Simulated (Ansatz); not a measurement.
**MnGa4 (Im-3m), zone-centre modes**

The calculation used DFT PBEsol, scalar-relativistic, plane waves, PAW in Ansatz 0.2.0. Settings: plane waves to 420 eV, k-mesh 12×12×12 (Γ-centred), Gaussian smearing 0.15 eV. Collinear spins, started from moments 0.6, 0.0, 0.0, 0.0, 0.0 μB in atom order; the magnetic state may not be the lowest.

Reference structure (relaxed at this level; it needn't be the usual structure):

```
Mn Ga
1.0
    -2.75478    2.75478    2.75478
     2.75478   -2.75478    2.75478
     2.75478    2.75478   -2.75478
Mn Ga
1 4
Direct
  0.00000 0.00000 0.00000
  0.00000 0.00000 0.50000
  0.00000 0.50000 0.00000
  0.50000 0.00000 0.00000
  0.50000 0.50000 0.50000
```

Harmonic modes by finite displacements of 0.02 Å, without the LO–TO term.

(1) At this geometry, is the structure stable against these modes?

(2) List the wavenumbers in cm⁻¹.

Results:

(1) Yes: no mode is imaginary beyond 10 cm⁻¹, and only the three translations lie near zero.

(2) 0, 0, 0, 53, 53, 158, 158, 158, 184, 184, 184, 204, 348, 348, 348.

Cost: 1 run of about 9.7 core-minutes, on Intel Xeon Platinum 8488C (Sapphire Rapids) (shared hosts).